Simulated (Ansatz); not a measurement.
The elements of this relaxed trial crystal are hidden behind letters.

```
lattice vectors (Å)
   4.7288    0.0000    0.0000
  -2.3644    4.0953    0.0000
   0.0000    0.0000    7.2642
fractional positions
X 0.3333 0.6667 0.5000
X 0.6667 0.3333 0.5000
Z 0.0000 0.0000 0.5000
Q 0.0000 0.0000 0.8480
Q 0.0000 0.0000 0.1520
```

Theory: Ansatz, DFT PBE, scalar-relativistic, plane waves, PAW. Settings of the last relaxation (5-atom cell): 420 eV, 9×9×6 k points, Gaussian smearing of 0.10 eV, no spin polarisation.

```
Space group                              : P6/mmm (No. 191)
Conventional cell                        : a = 4.729 Å, c = 7.264 Å
Volume per atom                          : 28.14 Å³
Density                                  : 2.79 g/cm³
Formation energy                         : +0.19 eV/atom
Gap on the 9×9×6 mesh of the 5-atom cell : 0 eV (a metal)
```

Energies are uncorrected and count from the elements' standard states at the same level.

**Question.** X is an s-block element of period 2, Z is a p-block element of period 4 and Q is a p-block element of period 4. Which elements are they?

**Answer.** X = Li, Z = Ge, Q = As, so the formula is Li2GeAs2. Density times volume gives a mean mass of 2.79 × 28.14/1.6605 = 47.3 u per atom, and this set has 47.3 u. Li is surrounded by 3 Ge at 2.73 Å and 3 Li at 2.73 Å; Ge is surrounded by 2 As at 2.53 Å and 6 Li at 2.73 Å; As has 1 As at 2.21 Å and 1 Ge at 2.53 Å. Other sets within the hints have nearly the same mass, so mass alone doesn't settle it; this one was computed.

Symmetry constrained the relaxation, so the result can be a saddle point.
